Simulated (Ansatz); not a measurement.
According to DFT-PBEsol in the program Ansatz with PAW potentials, V in the diamond structure (Fd-3m) relaxes to a = 5.362 Å. V has 4 nearest neighbours from 2.32 Å (tetrahedral).

Electronic character: metallic (no gap). The magnetic state found is ferromagnetic. The net moment is 1.81 μB per atom.

The start of the workflow was typed in or built on a structure type; neither database checked (COD, Materials Project) lists it. It is not the phase usual at ambient conditions (space group No. 229). The PBEsol relaxation kept the symmetry of its start; whether a distortion lowers the energy is not shown. Spin order of the final state: ferromagnetic, chosen from 4 collinear starts compared on coarse meshes (ties went to the first, and starts can fall back to one state), not a proven ground state.

Potentials: the later of the program's two PAW sets.
